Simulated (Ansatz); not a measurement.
# Ansatz run on Tl2H

System: Tl2H (fluorite prototype, strained and with displaced atoms), 3 atoms in the cell.

Ansatz input (lattice in Å, positions in fractions of it; a bare `kind: paw` takes the build's default datasets)
```yaml
crystal:
  lattice:
    - [-3.19256, 0.074902, 3.108611]
    - [0.119532, 3.337691, 3.303046]
    - [-3.333506, 3.284202, -0.066044]
  atoms:
    - { symbol: H, position: [0.235642, 0.330125, 0.990704] }
    - { symbol: Tl, position: [0.478614, 0.591593, 1.256478] }
    - { symbol: Tl, position: [1.010609, 1.042267, 1.755925] }
kpoints:
  mp_grid: { grid: [2, 2, 2], shift: [0.5, 0.5, 0.5] }
hamiltonian:
  xc: pbe
  pseudopotentials: { kind: paw }
scf:
  occupations: { method: fermi_dirac, width: 0.15 }
output:
  forces: true
  stress: true
  eigenvalues: true
```

The calculation used PBE, plane waves, PAW datasets (generated soft set 1) (Ansatz 0.2.0 development build).

Output, in brief

* Plane-wave cutoff used: 420 eV
* Pressure: 2.66 GPa
* Largest force: 0.657 eV/Å on Tl3
* Smearing term TS: 53.9 meV/atom
* Gap on the mesh: none (metallic)
* Valence electrons: 27
* Irreducible k-points: 4
* CPU time: of the order of 1 core-second on a shared host

```tsv
atom	Fx (eV/Å)	Fy (eV/Å)	Fz (eV/Å)
H1	0.036	0.001	0.012
Tl2	0.459	-0.205	-0.392
Tl3	-0.495	0.203	0.380
```

Stress tensor in GPa, compression positive:
```
 5.24 -1.41  2.53
-1.41 -1.05  4.05
 2.53  4.05  3.80
```

The stress includes the program's correction for the finite plane-wave basis.

The k-mesh is coarse, so these values belong to this mesh and can lie far from the converged ones. The elements were drawn onto a prototype; most such cells aren't known phases. Spin–orbit coupling is left out, which matters for 6p elements such as Tl, Pb and Bi.
